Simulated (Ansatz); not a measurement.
**TeW: energy against total moment**

These are results of DFT PBE, scalar-relativistic, plane waves, PAW in Ansatz, not measurements.

```yaml
crystal:
  lattice:
    - [0.00000, 2.83202, 2.83202]
    - [2.83202, 0.00000, 2.83202]
    - [2.83202, 2.83202, 0.00000]
  atoms:
    - { symbol: W, position: [0.00000, 0.00000, 0.00000] }
    - { symbol: Te, position: [0.50000, 0.50000, 0.50000] }
```

The plane-wave cutoff is 420 eV, the Γ-centred k-mesh is 14×14×14 and the occupation rule is Gaussian smearing, 0.1 eV.

The total moment of the cell is held at each value, at fixed atoms.

Site moments are spin moments in atom-centred spheres that scale with the neighbour distance.

```csv
held moment (μB/cell),E above lowest (meV/atom),P (GPa),site moments (μB)
0.00,75.4,-4.1,none over 0.05
0.25,74.2,-4.1,W +0.20
0.50,70.0,-3.9,W +0.39
0.75,62.5,-3.7,W +0.58
1.00,52.0,-3.4,W +0.77
1.25,39.0,-3.0,W +0.96
1.50,24.4,-2.5,W +1.15
1.75,10.7,-1.9,W +1.33
2.00,0.0,-1.1,W +1.51
```

Cost: 9 runs of about 1.3 core-minutes in all, on AMD EPYC 7R43 (Zen 3) (shared hosts).